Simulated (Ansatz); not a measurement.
Li4MoO5:
```
CELL_PARAMETERS angstrom
     -3.23170     3.23170     2.11987
      3.23170    -3.23170     2.11987
      3.23170     3.23170    -2.11987
ATOMIC_POSITIONS crystal
  Li 0.18243 0.59465 0.78658
  Li 0.39585 0.18243 0.58778
  Li 0.80807 0.39585 0.21342
  Li 0.59465 0.80807 0.41222
  Mo 0.94851 0.94851 0.00000
  O  0.74295 0.10507 0.81446
  O  0.92849 0.74295 0.63788
  O  0.29061 0.92849 0.18554
  O  0.10507 0.29061 0.36212
  O  0.52173 0.52173 0.00000
```

Relaxed with r²SCAN. Special points in fractions of this cell's reciprocal vectors: Γ (0.000, 0.000, 0.000); X (0.000, 0.000, 0.500); M (-0.500, 0.500, 0.500); Z (0.358, 0.358, -0.358); Z0 (-0.358, 0.642, 0.358); P (0.250, 0.250, 0.250); N (0.000, 0.500, 0.000).

Task: List the band energies nearest the valence-band maximum at these points for plane-wave PAW r²SCAN (Ansatz code).

Result: In eV from the valence-band maximum; about four levels below and three above (degenerate sets whole), none deeper than 8.9 eV; points with the same levels are listed once.

| k | below | above |
|---|---|---|
| Γ | -1.07 -0.62 -0.27 -0.27 | 3.62 3.62 3.66 |
| X | -1.13 -0.91 -0.52 -0.14 | 3.35 3.55 3.72 |
| M | -1.02 -0.75 -0.75 -0.14 | 3.44 3.56 3.56 |
| Z | -0.92 -0.75 -0.57 -0.30 | 3.49 3.61 3.93 |
| P | -0.90 -0.39 -0.39 -0.18 | 3.79 3.87 3.87 |
| N | -0.67 -0.63 -0.34 -0.19 | 3.56 3.88 4.05 |

Space group I4. The workflow started from a Materials Project entry (that database holds measured and hypothetical structures alike); the Crystallography Open Database copy checked does not list it. COD files the formula under space group No. 2, so this cell is another polymorph or a model. Whether it is the stable phase at ambient conditions was not checked. The cell was relaxed with r²SCAN under the symmetry of its start; whether a distortion lowers the energy is not shown. The run is not spin-polarised. No Hubbard U is applied. Scalar-relativistic: spin–orbit coupling is off unless named, which matters more the heavier the elements.

Potentials: the later of the program's two PAW sets.
